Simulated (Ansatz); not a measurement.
The geometry is COD entry 9008523, unchecked; take it as a test cell. The listed cell was then made from it by scaling, straining or moving an atom.

Zr: DFT, PBEsol, PAW with Ansatz's default frozen-core files, scalar-relativistic (Ansatz 0.2.0). What sets it apart from a plain run of this crystal: volume scaled by 0.98.

Command: `ansatz run input.yaml --threads 1 --pin off --max-ram 3072MiB --backend cpu --events-out ev --progress --plain --runs-dir out` The run took 9.3 s on 1 thread of Arm Neoverse N1, with other jobs on the host, peak memory 0.38 GiB.

```yaml
crystal:
  lattice:
    - [3.2103063057, 0.0, 0.0]
    - [-1.6051531528, 2.7802068146, 0.0]
    - [0.0, 0.0, 5.112455335]
  atoms:
    - { symbol: Zr, position: [0.3333333333, 0.6666666667, 0.25] }
    - { symbol: Zr, position: [0.6666666667, 0.3333333333, 0.75] }
kpoints:
  mp_grid: { grid: [13, 13, 7] }
scf:
  occupations: { method: fermi_dirac, width: 0.08 }
hamiltonian:
  xc: pbesol
  pseudopotentials: { kind: paw }
output:
  forces: true
  stress: true
  eigenvalues: true
  efg: { contact_densities: true }
  write_density: true
  write_potential: true
  elf: true
  volumetric_format: npy
```

Output (standing set-up lines are left out):

```
Crystal: 2 atoms, lattice volume = 45.630 Å³
Basis set: ecut = 420 eV, 905 PW (Γ), exchange–correlation on 48×48×72 points (8 copies of the dense FFT grid, shifted against one another)
SCF iter   1: F=—  HF=-8257.289507 eV  |F-HF|=—  |Δ(HF+E_count)|=         —  Δρ=3.30e-3  dr2=1.91e-3  ethr=1.77e-3  ⟨swp⟩=4.8  Hψ=5737  notcnv=0
preconditioner: auto → none  [metal: Δε(μ)=0.021 eV  Ē_g=3.209 eV  σ=0.080 eV  W_gap=0.07  n_scr=8 (ndim 8)  ℏωp=15.5 eV  f_vac=0.000  D(μ)=2.08/eV (n_scr^D=22)  sad-step TF]
SCF iter   2: F=—  HF=-8257.288530 eV  |F-HF|=—  |Δ(HF+E_count)|=   9.77e-4  Δρ=1.92e-3  dr2=6.24e-4  ethr=7.98e-6  ⟨swp⟩=2.7  Hψ=2885  notcnv=0
SCF iter   3: F=—  HF=-8257.288647 eV  |F-HF|=—  |Δ(HF+E_count)|=   1.17e-4  Δρ=2.84e-4  dr2=2.97e-5  ethr=2.60e-6  ⟨swp⟩=2.3  Hψ=1666  notcnv=0
SCF iter   4: F=—  HF=-8257.288631 eV  |F-HF|=—  |Δ(HF+E_count)|=   1.65e-5  Δρ=8.45e-5  dr2=1.25e-6  ethr=1.24e-7  ⟨swp⟩=2.3  Hψ=2236  notcnv=0
iter 5 did not close the SCF: its close was put off for the readings that it lacked (scf_convergence_deferred on its scf_iter line)
SCF iter   5: F=-8257.288630 eV  HF=-8257.288630 eV  |F-HF|=3.60e-9  |Δ(HF+E_count)|=   2.33e-7  Δρ=8.52e-6  dr2=1.76e-8  ethr=5.22e-9  ⟨swp⟩=2.0  Hψ=2350  notcnv=0
SCF iter   6: F=-8257.288630 eV  HF=-8257.288630 eV  |F-HF|=2.55e-10  |Δ(HF+E_count)|=  8.17e-10  Δρ=1.03e-6  dr2=4.75e-10  ethr=7.32e-11  ⟨swp⟩=4.5  Hψ=7289  notcnv=0
SCF 1 converged in 6 iterations: F = -8257.288630 eV  dr2 = 4.75e-10
  greatest PAW one-centre occupation: 0.997 electrons in one spin orbital (limit 2), on the Zr atom at site 1 (counted from 0), in its partial waves of l = 0
SCF converged after 6 iterations
Free energy (F): -8257.288630 eV
Harris-Foulkes:  -8257.288630 eV  (|F-HF|=2.55e-10)
Internal energy: -8257.243690 eV  (E = F + TS)
E sigma→0 (E₀):  -8257.266160 eV
Entropy (-TS):   -0.044941 eV (-22.470 meV/atom)
Fermi energy:    14.194002 eV
--- Per-component energies (eV) ---
  E_band       = -187.134077
  E_kinetic    = 665.935336
  E_local      = -1237.656331  (includes V_loc(G=0)·N_el)
  E_nonlocal   = 164.632185
  E_hartree    = 381.979920
  E_xc         = -320.601249
  E_vxc        = -380.270576  (∫ρ·V_xc dr)
  E_paw        = -5800.548023  (= ΣΔE_a)
  E_vpaw       = -163.734293  (= ΣTr[D̂ρ^β])
  E_aug_tail   = 0.000047  (compensation charges beyond the density's cutoff)
  E_ewald      = -2111.317016
  E_core_change = 0.331441  (= ΣΔE_core)
  E_smearing   = -0.044941  (= −TS)
  E_closure    = 0.000000  (closes the sum)
  Σ components = -8257.288630   (vs F -8257.288630, Δ=0.00e0)
--- Forces (eV/Å), atoms counted from 1 ---
  atom   1  Zr    -0.00000000     0.00000000     0.00000000
  atom   2  Zr     0.00000000    -0.00000000     0.00000000
  max |Σ_I F_I| component: 1.85e-17 eV/Å
--- Stress (GPa, compression-positive) ---
       -1.702044      -0.000000       0.000000
        0.000000      -1.702044       0.000000
        0.000000       0.000000      -0.881870
  P = ⅓ Tr σ = -1.4287 GPa (-14.287 kbar)
--- PAW observables at the nuclei: V_zz in 10²¹ V/m², potentials from the cell's mean, atoms counted from 1 ---
  atom   1  Zr V_zz =    +4.416683   η = 0.0000   by run symmetry: allowed
            electrostatic potential = -5928.659155 V   contact ρ = 489731.185671 e/Å³
  atom   2  Zr V_zz =    +4.416683   η = 0.0000   by run symmetry: allowed
            electrostatic potential = -5928.659155 V   contact ρ = 489731.185671 e/Å³
--- Band table (eV; the first three rows and the last of 84) ---
  k-point 0: bands = ["-34.4808", "-34.3106", "-13.0754", "-12.1430", "-12.1430", "-11.9908", "-11.9908", "-11.9886", "8.5015", "11.1085", "15.0626", "15.0626", "15.2253", "15.4698", "15.7773", "15.7773"]
  k-point 1: bands = ["-34.4726", "-34.3191", "-13.0251", "-12.1356", "-12.1356", "-12.0465", "-11.9984", "-11.9984", "8.6765", "11.1006", "14.9733", "14.9733", "15.0898", "15.1476", "15.6457", "15.6457"]
  k-point 2: bands = ["-34.4493", "-34.3431", "-12.8825", "-12.2061", "-12.1146", "-12.1146", "-12.0197", "-12.0197", "9.1687", "10.9866", "14.5377", "14.7468", "14.8693", "14.8693", "15.3542", "15.3542"]
  k-point 83: bands = ["-34.2943", "-34.2906", "-12.8349", "-12.8269", "-12.5968", "-12.5242", "-12.1793", "-12.1622", "12.4545", "12.5324", "13.1085", "13.1155", "14.1408", "14.2545", "16.0590", "16.5372"]
```
